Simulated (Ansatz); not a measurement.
PbS (rock salt)

```yaml
crystal:
  lattice:
    - [0.00000, 5.97449, 5.97449]
    - [2.98725, 0.00000, 2.98725]
    - [2.98725, 2.98725, 0.00000]
  atoms:
    - { symbol: S, position: [0.00000, 0.00000, 0.00000] }
    - { symbol: S, position: [0.50000, 0.00000, 0.00000] }
    - { symbol: Pb, position: [0.25000, 0.50000, 0.50000] }
    - { symbol: Pb, position: [0.75000, 0.50000, 0.50000] }
```

A phonon eigenvector at L = (0.5, 0.0, 0.0) is frozen into this cell: atom i moves by Q times the vector below, so Q is the largest atomic displacement, in Å. The cell is held. (q is in reciprocal vectors of the primitive cell; the cell shown is doubled to hold the pattern.)

```json
[
 {"atom": "Pb3", "x": "-0.577", "y": "0.577", "z": "0.577"},
 {"atom": "Pb4", "x": "0.577", "y": "-0.577", "z": "-0.577"}
]
```

Atoms not listed stay in place.

All values below come from r2SCAN (plane waves to 500 eV, PAW, scalar-relativistic; Ansatz, a quantum-chemistry and plane-wave program). k mesh 5×10×10 (Γ-centred), Fermi-Dirac smearing 0.05 eV. The energy includes the smearing's −TS. PbS was relaxed with its symmetry unable to fall. Spin-orbit coupling is left out, though Pb is heavy. The zero of ΔE is the undisplaced structure.

| Q (Å) | ΔE (meV/cell) |
|---|---|
| -0.180 | 280.5 |
| -0.150 | 195.2 |
| -0.120 | withheld |
| -0.090 | 70.5 |
| -0.060 | 31.3 |
| -0.030 | 7.8 |
| 0.000 | 0.0 |
| 0.030 | 7.8 |
| 0.060 | 31.3 |
| 0.090 | 70.5 |
| 0.120 | withheld |
| 0.150 | 195.2 |
| 0.180 | 280.5 |

### Question
Fit an even polynomial form (powers 2, 4) to the given rows and predict ΔE at Q = -0.120.

### Answer
Least squares on the 11 given rows: ΔE = (8715)·Q² + (-1779)·Q⁴, in meV/cell with Q in Å; root-mean-square residual 0.03 meV/cell. At -0.120 the fit gives 125.1 meV/cell; the calculation gives 125.1 meV/cell, the same to the digits shown. The quadratic term alone would give 125.5 meV/cell.

(A displaced cell: forces are minus the slopes of the energy, force constants its curvatures, and phonons follow from these.)
